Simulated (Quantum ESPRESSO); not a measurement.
Simulation results for Zn4S3Cl (made-up cell), Ge (made-up cell, one site empty)

Calculation on a made-up crystal cell, not a measurement: periodic Kohn-Sham density functional theory in plane waves with PseudoDojo standard norm-conserving scalar-relativistic pseudopotentials, each functional with its own files (v0.5 for PBE, v0.4.1 for LDA and PBEsol), no spin polarisation, no spin-orbit coupling, atoms not relaxed, stress positive in tension, energies less a fixed whole-eV offset for each atom's element; levels are Kohn-Sham levels at fractions of this cell's reciprocal vectors, counted from the reference band (half the neutral cell's valence electrons, rounded up) at Gamma; error bars cover cutoff and k-mesh only, not smearing or the files; added strain carries the atoms with the cell, and shear is the tensor component; each bar is the largest change over components, and at least 0.002 eV, 0.002 eV per angstrom or 0.02 GPa; energies are for the whole cell, and the offsets were chosen from early runs and are not element reference energies. Program: Quantum ESPRESSO 7.5.

Common to all runs: functional pbe; fermi dirac smearing 0.1 eV; scf tolerance 1e-07 eV; electrons removed 0; k mesh 6 x 6 x 6, shifted by half a step.

(1) Zn4S3Cl (made-up cell)

Unstrained structure:
```
cell vectors (Å)
   5.2820    -0.0439    -0.0187
  -0.0439     5.2120    -0.0575
  -0.0187    -0.0575     5.1132
atoms (fractions of the cell vectors)
Zn  0.00153  0.00643 -0.00057
Zn -0.02046  0.50525  0.51202
Zn  0.48584  0.01013  0.50598
Zn  0.49176  0.47191 -0.00162
S   0.50160 -0.00312 -0.00532
S   0.49019  0.51100  0.50991
S   1.01634  0.00492  0.48187
Cl  1.00915  0.49272 -0.00630
```

Here we set lattice type rocksalt, cutoff 1143 eV, added strain kind shear xy, added strain 0.019 and structure shown before the added strain of 0.019.

The calculation gives: free energy less offsets 1.477 eV; smearing term minus ts -0.04802 eV; scf iterations 10; pressure -0.4395 GPa; stress xx 0.9613 GPa; stress yy 0.6024 GPa; stress zz -0.245 GPa; stress yz -0.8513 GPa; stress xz -0.308 GPa; stress xy 0.7312 GPa; fermi level 1.882 eV; reference band 53; error bar energy 0.0171 eV; error bar stress 0.1428 GPa; error bar force 0.009278 eV/Å; error bar next band up 0.006831 eV; error bar fermi level 0.02418 eV; error bars from tighter rerun of a related cell.

Atoms:
| atoms element | atom site | atom energy offset (eV) |
| --- | --- | --- |
| Zn | 1 | -5687 |
| Zn | 2 | -5687 |
| Zn | 3 | -5687 |
| Zn | 4 | -5687 |
| S | 5 | -302 |
| S | 6 | -302 |
| S | 7 | -302 |
| Cl | 8 | -449 |

Forces:
| site | x (eV/Å) | y (eV/Å) | z (eV/Å) |
| --- | --- | --- | --- |
| 1 | -0.07616 | -0.1742 | -0.0605 |
| 2 | -0.09062 | 0.03662 | -0.2634 |
| 3 | 0.05148 | -0.06586 | -0.09792 |
| 4 | 0.1068 | 0.09669 | 0.1166 |
| 5 | 0.2521 | 0.06158 | 0.1011 |
| 6 | 0.4141 | -0.1707 | -0.3032 |
| 7 | -0.4211 | -0.02356 | 0.3164 |
| 8 | -0.2366 | 0.2394 | 0.1909 |

Levels:
| level k point | next band up (eV) |
| --- | --- |
| Gamma | 0.09583 |
| (1/2,1/2,1/2) | 4.089 |
| (0.15,0,0) | 0.4965 |
| (0,0.15,0) | 0.4984 |
| (0,0,0.15) | 0.5632 |

(2) Ge (made-up cell, one site empty)

Unstrained structure:
```
cell vectors (Å)
   5.8945     0.0000     0.0000
   0.0000     5.8945     0.0000
   0.0000     0.0000     5.8945
atoms (fractions of the cell vectors)
Ge -0.00931  0.01279 -0.01011
Ge  0.00558  0.49502  0.48742
Ge  0.50576 -0.00616  0.51982
Ge  0.47960  0.49220 -0.00327
Ge  0.26857  0.24029  0.22896
Ge  0.76960  0.25622  0.73385
Ge  0.73818  0.73289  0.24416
```

Settings of this run: lattice type zincblende/diamond, empty site 6, cutoff 1061 eV, added strain kind zz, added strain -0.0247 and structure shown before the added strain of -0.0247.

Atoms:
| atoms element | atom site | atom energy offset (eV) |
| --- | --- | --- |
| Ge | 1 | -2430 |
| Ge | 2 | -2430 |
| Ge | 3 | -2430 |
| Ge | 4 | -2430 |
| Ge | 5 | -2430 |
| Ge | 7 | -2430 |
| Ge | 8 | -2430 |

Questions
1. What pressure does the calculation give for Ge (made-up cell, one site empty) (entry 2)?
2. What stress yz does the calculation give for Ge (made-up cell, one site empty) (entry 2)?
3. Give the table of forces values for Ge (made-up cell, one site empty) (entry 2).

## Answers
1. -2.465 GPa
2. 1.333 GPa
3. 
Forces:
| site | x (eV/Å) | y (eV/Å) | z (eV/Å) |
| --- | --- | --- | --- |
| 1 | 0.117 | -0.6631 | 0.5599 |
| 2 | 0.5553 | 0.1396 | -0.4596 |
| 3 | -0.2168 | -0.2126 | -0.4912 |
| 4 | 1.115 | 0.6509 | -1.268 |
| 5 | -0.7857 | -0.7351 | 1.24 |
| 7 | -0.9452 | 0.2288 | 0.3716 |
| 8 | 0.1602 | 0.5914 | 0.04726 |

Further results for Ge (made-up cell, one site empty) (entry 2):

* free energy less offsets: -1.28 eV
* smearing term minus ts: -0.07792 eV
* scf iterations: 11
* stress xx: 3.001 GPa
* stress yy: 2.161 GPa
* stress zz: 2.234 GPa
* stress xz: -0.2743 GPa
* stress xy: -1.215 GPa
* fermi level: -0.1517 eV
* reference band: 49
* error bar energy: 0.002 eV
* error bar stress: 0.02 GPa
* error bar force: 0.002771 eV/Å
* error bar next band up: 0.002 eV
* error bar fermi level: 0.004055 eV
* error bars from: tighter rerun of a related cell

Levels:
| level k point | next band up (eV) |
| --- | --- |
| Gamma | 0.6068 |
| (1/2,1/2,1/2) | -0.04766 |
| (0.15,0,0) | 0.5931 |
| (0,0.15,0) | 0.5863 |
| (0,0,0.15) | 0.5702 |
